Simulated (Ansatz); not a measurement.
Level of theory: Ansatz 0.2.0, DFT PBE, scalar-relativistic, plane waves, PAW. Cutoff 420 eV, Γ-centred meshes of about 0.25 Å⁻¹ or finer for metals and 0.3 Å⁻¹ for insulators (2π included), Gaussian smearing. No spin polarisation.

Temperature and zero-point effects are left out.

Two relaxed structures of Ca2Sn2N:

A.

```
Ca Sn N
1.0
     3.38687    0.00000    0.00000
     0.00000    6.70336    0.00000
     0.00000    0.00000    5.16119
Ca Sn N
2 2 1
Direct
  0.00000 0.76134 0.95990
  0.00000 0.23866 0.95990
  0.50000 0.00000 0.47303
  0.50000 0.50000 0.45115
  0.50000 0.00000 0.88705
```

B.

```
Ca Sn N
1.0
     4.82062    0.00000    0.00000
     0.00000    4.82062    0.00000
     0.00000    0.00000    4.84917
Ca Sn N
2 2 1
Direct
  0.00000 0.50000 0.00000
  0.50000 0.00000 0.00000
  0.00000 0.00000 0.50000
  0.50000 0.50000 0.50000
  0.00000 0.00000 0.00000
```

Question: Which form is favoured at zero pressure, and by what margin per atom?

Answer: A is lower, by 51 meV/atom. A has space group Pmm2 (No. 25), 23.4 Å³/atom and no gap on its mesh; B has space group P4/mmm (No. 123), 22.5 Å³/atom and no gap. Counting Ca or Sn atoms around N (for each partner element, those within 1.25 times its shortest distance or 1.15 times the sum of covalent radii, where it is the nearest in units of that sum or under 1.3; a plus sign parts groups by distance over the sum of covalent radii), A has N 5 and B has N 4+2. The lower one is the more open, so pressure narrows the difference. In A, around Ca lie 2 N at 2.36 Å, 4 Ca at 3.20–3.50 Å and 8 Sn at 3.43–3.58 Å; Sn on its first site has 1 N at 2.14 Å, 1 N at 3.02 Å, 4 Sn at 3.35–3.39 Å and 8 Ca at 3.43–3.53 Å; around N lie 1 Sn at 2.14 Å and 4 Ca at 2.36 Å; 1 more site not described. In B, around Ca lie 2 N at 2.41 Å, 4 Ca at 3.41 Å and 8 Sn at 3.42 Å; Sn on its first site is surrounded by 2 N at 2.42 Å, 4 Sn at 3.41 Å and 8 Ca at 3.42 Å; around N lie 4 Ca at 2.41 Å and 2 Sn at 2.42 Å; 1 more site not described. Both come from trial cells of a structure search.

With atoms moved at random, A came back. B had no clear such test and can be a saddle point.
